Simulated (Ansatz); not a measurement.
## Ag: energy along a strain

Ag, Fm-3m, a = 4.086 Å (as given, not relaxed at this level: -2.6 GPa). Ansatz: PBEsol, PAW, 420 eV, Γ-centred 20×20×20 mesh on 1 atom, Gaussian smearing 0.15 eV; no spin polarisation. Cell vectors (Å): 0.000 2.043 2.043; 2.043 0.000 2.043; 2.043 2.043 0.000. The cell is strained by x per cent times the pattern (0 1 0 0 0 0) in the order xx yy zz yz xz xy (engineering shears), with fractional coordinates held. y is the free energy over the start, V0 = 17.057 Å³/atom.

| x (%) | y (meV/atom) |
| --- | --- |
| -2.00 | ? |
| -1.50 | -2.58 |
| -1.00 | -2.08 |
| -0.50 | -1.22 |
| 0.00 | 0.00 |
| 0.50 | 1.57 |
| 1.00 | 3.47 |
| 1.50 | 5.70 |
| 1.75 | 6.93 |
| 2.00 | 8.25 |

Fit y = c1 x + c2 x² + c3 x³ to the other rows, get the stiffness along the pattern, and predict the missing energy.

Least squares on the rows shown. y = 2.789 x + 0.6934 x² − 0.01294 x³. The clamped-ion stiffness p·C·p = 2 × 6.934 eV × 160.2 / 17.057 Å³ = 130 GPa, which is C22 in these axes (C11 of the cubic crystal) (second derivative at the start, which stands under stress). At x = -2.00 the fit asked for gives -2.70 meV/atom. The run gave -2.69 meV/atom, so the fit is 0.01 meV/atom too low, a small miss on the scale of the series.